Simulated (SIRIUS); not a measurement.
SIRIUS run on MgZn3O4 (Cm, 8 atoms in the cell; from Materials Project mp-1221958, changed as shown): self-consistent single point.

Level of theory: LDA (PW92), PseudoDojo 0.4 standard norm-conserving LDA (tails mended) pseudopotentials (plane waves; SIRIUS).

The change in words: volume scaled by 0.96. Reference geometry (Cm):
```
MgZn3O4
1.0
    5.89784    -1.62721     0.00000
    5.89784     1.62721     0.00000
   -2.67117     0.00000     4.93956
Mg Zn O
1 3 4
Direct
  0.25130   0.25130   0.92000
  0.75060   0.75060   0.41570
  0.49930   0.49930   0.83020
  0.99980   0.99980   0.33510
  0.06140   0.06140   0.72890
  0.55850   0.55850   0.22510
  0.80870   0.80870   0.14000
  0.30840   0.30840   0.64290
```

Reference input (self-consistent single point, DFT, LDA (PW92), plane waves, PseudoDojo 0.4 standard norm-conserving LDA (tails mended) pseudopotentials): parameters.ngridk = 4 4 2; parameters.xc_functionals = [XC_LDA_X, XC_LDA_C_PW]; parameters.gk_cutoff = 9.165 1/bohr; parameters.pw_cutoff = 18.331 1/bohr; parameters.smearing = gaussian; parameters.smearing_width = 0.0001 Ha; potentials = PseudoDojo 0.4 standard norm-conserving LDA (tails mended) pseudopotentials; parameters.electronic_structure_method = pseudopotential; parameters.num_bands = 56; parameters.num_mag_dims = 0; parameters.num_dft_iter = 100; parameters.energy_tol = 1e-07 Ha. This run's input differs from it in these lines:

```diff
@@ -32,7 +32,7 @@
     "lattice_vectors": [
-      [0.9639834024, -0.2659623578, 0.0],
-      [0.9639834024, 0.2659623578, 0.0],
-      [-0.4365938467, 0.0, 0.8073557131]
+      [0.9639834033, -0.2659623014, 0.0],
+      [0.9639834033, 0.2659623014, 0.0],
+      [-0.4365937946, 0.0, 0.8073556989]
     ],
-    "lattice_vectors_scale": 11.561716,
+    "lattice_vectors_scale": 11.40546,
     "atom_coordinate_units": "au",
@@ -46,14 +46,14 @@
       "Mg": [
-        [0.9576768114, 0.0, 8.5876640686]
+        [0.9447344109, -0.0, 8.4716020789]
       ],
       "Zn": [
-        [14.632968175, 0.0, 3.8803173406],
-        [6.9390368764, -0.0, 7.7494333802],
-        [20.5946374442, 0.0, 3.1279632928]
+        [14.4352046226, 0.0, 3.8278749828],
+        [6.8452566527, 0.0, 7.6447000499],
+        [20.3163021942, 0.0, 3.0856889746]
       ],
       "O": [
-        [-2.3106793889, 0.0, 6.8038568909],
-        [11.3130487575, 0.0, 2.1011773716],
-        [17.3197236146, -0.0, 1.3068184452],
-        [3.62920853, 0.0, 6.0010969888]
+        [-2.2794502404, 0.0, 6.7119029949],
+        [11.1601536285, -0.0, 2.0727800304],
+        [17.0856485372, -0.0, 1.2891568381],
+        [3.5801603515, -0.0, 5.9199923658]
       ]
```

The program printed (abridged):

```
[find] density tolerance         : 1e-06
[find] total energy tolerance    : 1e-07
[find] iter_solver_tol (initial) : 0.01
[find] iter_solver_tol (target)  : 1e-13
[find] num_dft_iter              : 100
Charges and magnetic moments
--------------------------------------------------------------------------------
total charge          : 94.000000
[find] | SCF iteration   0 out of 100|
[diagonalize] iterative solver tolerance (occupied, empty): 0.01 0.01
[diagonalize] average number of iterations: 5.14286
[find] Charges and magnetic moments
[find] total charge          : 94.000000
[find] Energy
   [... lines left out ...]

[find] Charges and magnetic moments
[find] total charge          : 94.000000
[find] Energy
[find] smearing (-TS)                 :       0.00000000
[find] Total energy                   :    -752.28699397 (Ha),   -1504.57398793 (Ry)
[find] Free energy (E-TS)             :    -752.28699397 (Ha),   -1504.57398793 (Ry)
[find] band gap (eV)                  :       1.42095465
[find] Efermi                         :       0.36310002
[find] iteration : 15, RMS (target) : 8.5137e-07 (1.0000e-06) , energy difference (target) : -3.4106e-12 (1.0000e-07)
[find] bands are converged : true
[find] iterative solver converged : false
[find] converged after 16 SCF iterations!
[find] Charges and magnetic moments
[find] total charge          : 94.000000
[find] Energy
[find] smearing (-TS)                 :       0.00000000
[find] Total energy                   :    -752.28699397 (Ha),   -1504.57398793 (Ry)
[find] Free energy (E-TS)             :    -752.28699397 (Ha),   -1504.57398793 (Ry)
[find] band gap (eV)                  :       1.42095465
[find] Efermi                         :       0.36310002
[ground_state] === stress tensor components [kbar] ===
[ground_state] === stress_total ===
[ground_state]     6.288173    0.000000   -0.854906
[ground_state]     0.000000    5.922722    0.000000
[ground_state]    -0.854906    0.000000    8.130576
[ground_state] ==== total Forces in Ha/bohr =====
   [... lines left out ...]
[ground_state] atom:    3, force:      -0.0004947      0.0000000     -0.0001726
[ground_state] atom:    4, force:      -0.0028905      0.0000000     -0.0017456
[ground_state] atom:    5, force:       0.0000801      0.0000000     -0.0000073
[ground_state] atom:    6, force:       0.0003247      0.0000000      0.0037961
[ground_state] atom:    7, force:       0.0023259      0.0000000     -0.0022010
```

The run converged in 16 iterations. SIRIUS prints the stress tensor with tension positive. Against the reference run the free energy goes down by 10.5 meV/atom, the pressure goes from -6.32 to -0.68 GPa, the largest force goes from 0.237 to 0.196 eV/Å and the gap on the mesh goes from 1.330 to 1.421 eV.

The structure comes from a collection of computed structures, made at another level of theory; the collection holds predicted forms beside known ones.

Cost on one core: roughly 110 core-seconds.

The gap that the log prints is read on the run's mesh, which can miss the band edges or a crossing.

“Tails mended”: in these copies of the files the far tail of each local potential was reset to the Coulomb form.
